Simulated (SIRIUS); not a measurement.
Consider a self-consistent single point of AlN (P6_3mc, 8 atoms in the cell; from Materials Project mp-661).

```xyz
8
Lattice="3.1286 0.0000 0.0000 0.0000 5.4189 0.0000 0.0000 0.0000 5.0170" Properties=species:S:1:pos:R:3 pbc="T T T"
Al     1.5643     0.9031     2.5049
Al     0.0000     1.8063     5.0134
Al     0.0000     3.6126     2.5049
Al     1.5643     4.5157     5.0134
N      1.5643     0.9031     4.4185
N      0.0000     1.8063     1.9100
N      0.0000     3.6126     4.4185
N      1.5643     4.5157     1.9100
```

Computed with LDA (PW92), PseudoDojo 0.4 standard norm-conserving LDA (tails mended) pseudopotentials (plane waves; SIRIUS).

SIRIUS settings:

parameters.ngridk: 6 3 4
parameters.xc_functionals: [XC_LDA_X, XC_LDA_C_PW]
parameters.gk_cutoff: 9.165 1/bohr
parameters.pw_cutoff: 18.331 1/bohr
parameters.smearing: fermi_dirac
parameters.smearing_width: 0.00183747 Ha
potentials: PseudoDojo 0.4 standard norm-conserving LDA (tails mended) pseudopotentials
parameters.electronic_structure_method: pseudopotential
parameters.num_bands: 20
parameters.num_mag_dims: 0
parameters.num_dft_iter: 100
parameters.energy_tol: 1e-07 Ha
parameters.density_tol: 1e-06
mixer.type: anderson
mixer.beta: 0.5
mixer.use_hartree: false

Results:

- Number of valence electrons: 32
- Number of bands: 20
- Number of k-points after the program's reduction: 24
- Number of plane waves (most at a k-point): 7496
- Number of SCF iterations: 28
- FFT grid: 40 × 64 × 60
- Free energy E − TS: -1397.8684 eV
- Pressure: -8.98 GPa
- Largest force (vector length): 0.004 eV/Å

Forces (eV/Å):
```
atom     Fx     Fy      Fz
----  -----  -----  ------
Al1   0.000  0.000   0.004
Al2   0.000  0.000   0.004
Al3   0.000  0.000   0.004
Al4   0.000  0.000   0.004
N5    0.000  0.000  -0.004
N6    0.000  0.000  -0.004
N7    0.000  0.000  -0.004
N8    0.000  0.000  -0.004
```

Stress (GPa, positive for compression):
```
-9.04   0.00   0.00
 0.00  -9.06   0.00
 0.00   0.00  -8.83
```

For comparison: a first run (DFT, PBE, plane waves, PseudoDojo 0.5 standard norm-conserving PBE (tails mended) pseudopotentials) was changed to give this one (parameters.xc_functionals: [XC_GGA_X_PBE, XC_GGA_C_PBE] → [XC_LDA_X, XC_LDA_C_PW]; pseudopotentials: PseudoDojo 0.5 standard norm-conserving PBE (tails mended) pseudopotentials → PseudoDojo 0.4 standard norm-conserving LDA (tails mended) pseudopotentials), and from it to this one the pressure goes from -0.09 to -8.98 GPa and the largest force stays at 0.004 eV/Å.

The structure comes from a collection of computed structures, made at another level of theory; the collection holds predicted forms beside known ones.

Cost on one core: very roughly 60 core-seconds.

“Tails mended”: in these copies of the files the far tail of each local potential was reset to the Coulomb form.
